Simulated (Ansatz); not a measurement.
Structure types of Ba at a series of pressures

All-electron LAPW in Ansatz 0.2.0 under LDA, scalar-relativistic, energies extrapolated to zero smearing, no spin–orbit coupling; spin polarisation is left out. At each pressure a set of structure types was relaxed with symmetry kept. The table gives H = E + pV above the lowest type of that row in meV/atom (up to 5 of noise); a dash means not tried or turned into another type. Real phases may be missing from the set. k spacings are near 0.17 to 0.21 Å⁻¹, smearing 0.05 to 0.1 eV.

Question: Among hcp, bcc, diamond, fcc, sc, hP4, which leads at -0.15, 2.3, 15 GPa?

Answer: bcc or hcp at -0.15 GPa; hcp at 2.3 GPa; hcp at 15 GPa.

```json
{"p (GPa)": "-0.15", "V of the lowest (Å³/atom)": "54.77", "hcp": "8", "bcc": "0", "diamond": "789", "fcc": "14", "sc": "286", "hP4": "–"}
{"p (GPa)": "2.3", "V of the lowest (Å³/atom)": "43.06", "hcp": "0", "bcc": "14", "diamond": "755", "fcc": "22", "sc": "–", "hP4": "–"}
{"p (GPa)": "15", "V of the lowest (Å³/atom)": "27.17", "hcp": "0", "bcc": "165", "diamond": "1246", "fcc": "51", "sc": "258", "hP4": "300"}
```
